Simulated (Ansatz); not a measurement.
## Notes on Zr2As2Rh

```
Zr As Rh
1.0
     4.24649    0.00000    0.00000
    -2.12325    3.67757    0.00000
     0.00000    0.00000    6.80848
Zr As Rh
2 2 1
Direct
  0.33330 0.66670 0.36944
  0.66670 0.33330 0.63056
  0.33330 0.66670 0.76793
  0.66670 0.33330 0.23207
  0.00000 0.00000 0.00000
```

Single point in Ansatz 0.2.0 with PBE, no spin polarisation. Cutoff 420 eV, PAW datasets, 9×9×5 Γ-centred k mesh, fermi-dirac filling (width 0.1 eV).

(1) Which atom feels the largest force, and which way?

(2) What happens at the Fermi level?

(3) What do density and ELF say about some of the short contacts?

(4) What is the formation energy?

(5) Which element gives electrons and which takes them?

Origin: a known structure type with other elements, at an estimated volume, so it need not be a known compound. Caveats: many states at the Fermi level without spin polarisation, so a magnetic state may lie lower; atoms or cell far from equilibrium.

Results:

(1) The largest is on Zr1 (and as large on other atoms): 2.19 eV/Å, components (0.00, 0.00, -2.19). It makes 69° with the line to a nearest neighbour, As4 at 2.62 Å.

(2) It is a metal, with about 4.2 states/eV a cell as the mean within 0.25 eV of the Fermi level, mostly Zr d (53 %) and Rh d (31 %).

(3) Zr–As at 2.62 Å: least valence density 0.39 e/Å³ and ELF 0.28 there. As–Rh at 2.92 Å: least valence density 0.24 e/Å³ and ELF 0.30 there. Zr–Zr at 3.03 Å: least valence density 0.24 e/Å³ and ELF 0.31 there. Both are smooth PAW fields, read partly inside the augmentation spheres.

(4) -0.26 eV an atom against the elements' usual phases (free molecules for gases, crystals otherwise, with no correction for O₂ or N₂), so it is bound against them; other compounds may still compete. Relaxing would lower it.

(5) Bader charges in e: Zr +1.21, As -1.15, Rh -0.11. In the mean Zr gives up most and As takes most.
